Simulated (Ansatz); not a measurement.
GdSn$_{3}$:
```xyz
8
Lattice="4.6502 0.0000 0.0000 0.0000 4.6502 0.0000 0.0000 0.0000 9.2878" Properties=species:S:1:pos:R:3 pbc="T T T"
Sn     0.0000     2.3251     2.3220
Sn     2.3251     0.0000     2.3220
Sn     2.3251     2.3251     0.0000
Gd     0.0000     0.0000     0.0000
Sn     0.0000     2.3251     6.9659
Sn     2.3251     0.0000     6.9659
Sn     2.3251     2.3251     4.6439
Gd     0.0000     0.0000     4.6439
```
The run is spin-polarised; directions of the spins, atom by atom: 0 0 0 ↑ 0 0 0 ↓.

Relaxed with PBEsol.

Task: Give the Bader charges and basin volumes of the independent atoms, DFT-PBEsol in the program Ansatz with PAW potentials.

Result: 

```csv
atom,Bader charge (e),Bader volume (Å³)
Sn1,-0.41,27.0
Sn3,-0.41,27.0
Gd4,+1.23,19.4
```

Space group Pm-3m (Cu3Au type). The workflow started from an entry of the Crystallography Open Database (COD), which files this formula under 2 space groups. Whether it is the stable phase at ambient conditions was not checked. Symmetry was held in the PBEsol relaxation, as lowered by the spin order; whether a distortion lowers the energy is not shown. Spin order of the final state: antiferromagnetic, chosen from 4 collinear starts compared on coarse meshes (ties went to the first, and starts can fall back to one state), not a proven ground state. Caveat: open 4f shells can settle in a state that is not the lowest. No Hubbard U is applied. Scalar-relativistic: spin–orbit coupling is off unless named, which matters more the heavier the elements.

Potentials: the later of the program's two PAW sets.
